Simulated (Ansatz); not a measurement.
MgTeW3O12: field gradients at two levels of theory

Cell: a computed structure from the Materials Project (it need not be an observed phase), ions relaxed with PBE at fixed cell.

```
Mg Te W O
1.0
     5.19692    0.00000    0.00000
     0.03930    5.74133    0.00000
     0.07981    0.96837    7.77642
Mg Te W O
1 1 3 12
Direct
  0.48995 0.11442 0.29997
  0.51551 0.54259 0.53059
  0.00371 0.99783 0.54312
  0.49874 0.56398 0.99956
  0.98795 0.04849 0.01470
  0.69171 0.12790 0.53428
  0.84908 0.98758 0.22721
  0.72352 0.79529 0.94793
  0.85248 0.68091 0.55324
  0.22137 0.73115 0.04884
  0.59654 0.45161 0.21516
  0.39473 0.52442 0.76746
  0.79268 0.29351 0.93815
  0.17795 0.23801 0.42602
  0.28328 0.19531 0.06194
  0.09666 0.01481 0.76022
  0.32416 0.82141 0.44355
```

Sites (sets of like atoms) are named by element and the number of their first atom in this list.

First run. The numbers come from a DFT calculation in Ansatz (PBE, plane waves and PAW, scalar-relativistic, 420 eV cutoff, Γ-centred 5×4×3 k-points, Fermi–Dirac smearing 0.02 eV).

```tsv
site	atom	V_zz (10²¹ V/m²)	η
Mg	1	1.37	0.41
Te	2	-29.8	0.24
W3	3	35.0	0.94
W4	4	-41.8	0.43
W5	5	-9.02	0.97
O6	6	2.60	0.33
O7	7	2.31	0.88
O9	9	10.68	0.37
O11	11	3.32	0.43
O12	12	10.36	0.30
O13	13	-2.88	1.00
O14	14	3.58	0.11
O16	16	4.51	0.46
O17	17	9.85	0.58
```

Second run. The same atoms and settings, except that the functional is r2SCAN and the cutoff is 500 eV.

Problem. What does the second run give?

Solution. 

| site | atom | V_zz | η | change of V_zz |
| --- | --- | --- | --- | --- |
| Mg | 1 | 1.37 | 0.42 | 0.00 |
| Te | 2 | -32.6 | 0.21 | -2.81 |
| W3 | 3 | 36.1 | 0.93 | +1.07 |
| W4 | 4 | -43.0 | 0.43 | -1.23 |
| W5 | 5 | -8.92 | 0.94 | +0.10 |
| O6 | 6 | 2.69 | 0.30 | +0.09 |
| O7 | 7 | 2.40 | 0.84 | +0.09 |
| O9 | 9 | 11.06 | 0.37 | +0.38 |
| O11 | 11 | 3.51 | 0.38 | +0.19 |
| O12 | 12 | 10.71 | 0.31 | +0.35 |
| O13 | 13 | 2.95 | 0.98 | – |
| O14 | 14 | 3.77 | 0.09 | +0.19 |
| O16 | 16 | 4.70 | 0.44 | +0.19 |
| O17 | 17 | 10.18 | 0.59 | +0.33 |

The largest change of V_zz along a kept axis is on Te, from -29.8 to -32.6. In per cent, |V_zz| changes by 0 on Mg, +9 on Te, -1 to +3 on W, +3 to +6 on O (all sites that start above 0.5, bar those whose gradient vanishes or changes sign or whose main axis turns by over 40°). On O13 the largest principal value lies along another axis in the second run, so the two V_zz can't be compared directly. The table leaves out 3 of the 17 sites, with |V_zz| up to 4.31; their tensors move by 0.22 at most along any direction. The statements above cover all sites.

Without spin–orbit coupling the gradients at and beside Te and W can be off by some per cent, at some sites by more.
For the second run: At this cell the principal stresses reach 6 GPa in size with r2SCAN, which can matter for small gradients. The largest force is 0.7 eV/Å, so the atoms aren't at the calculated equilibrium and relaxing them would move these values.
